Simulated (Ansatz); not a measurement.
Relaxed-ion elastic tensor of BN (zinc blende, F-43m) in GPa (Voigt order), PBEsol (plane waves, PAW; program Ansatz); density 3.52 g/cm³, 5.86 Å³ per atom.

```
     1    2    3    4    5    6
-  ---  ---  ---  ---  ---  ---
1  792  182  182  0.0  0.0  0.0
2  182  792  182  0.0  0.0  0.0
3  182  182  792  0.0  0.0  0.0
4  0.0  0.0  0.0  456  0.0  0.0
5  0.0  0.0  0.0  0.0  456  0.0
6  0.0  0.0  0.0  0.0  0.0  456
```

Is the crystal mechanically stable?

Yes: the smallest eigenvalue of C is 456 GPa.

Work out the Voigt, Reuss and Hill averages.

K_V = 385, K_R = 385, K_H = 385; G_V = 395, G_R = 381, G_H = 388 GPa.

Give Young's modulus, Poisson's ratio, Pugh's ratio and the universal anisotropy index.

E = 9KG/(3K + G) = 872 GPa; ν = 0.12; K/G = 0.99 (brittle by the Pugh limit of 1.75); A_U = 5G_V/G_R + K_V/K_R − 6 = 0.20.

Estimate the sound speeds and the Debye temperature.

v_l = √((K + 4G/3)/ρ) = 16000 m/s, v_t = √(G/ρ) = 10500 m/s, mean 11500 m/s; Θ = (h/k)(3n/4πV)^(1/3) v_m = 1900 K.

Give the Zener ratio and Young's modulus along [100], [110] and [111].

A = 2C44/(C11 − C12) = 1.49; 1/E = S11 − 2(S11 − S12 − S44/2)Γ with Γ = 0, 1/4, 1/3 gives 724, 901, 981 GPa.

Solve the Christoffel equation for the three sound speeds along [100], [110], [111].

Eigenvalues of C_ijkl n_j n_l equal ρv² (piezoelectric stiffening left out). In km/s, slowest first: [100] 11.38, 11.38, 15.01; [110] 9.32, 11.38, 16.37; [111] 10.05, 10.05, 16.81.

Symmetry was held in the PBEsol relaxation.

Potentials: the later of the program's two PAW sets.
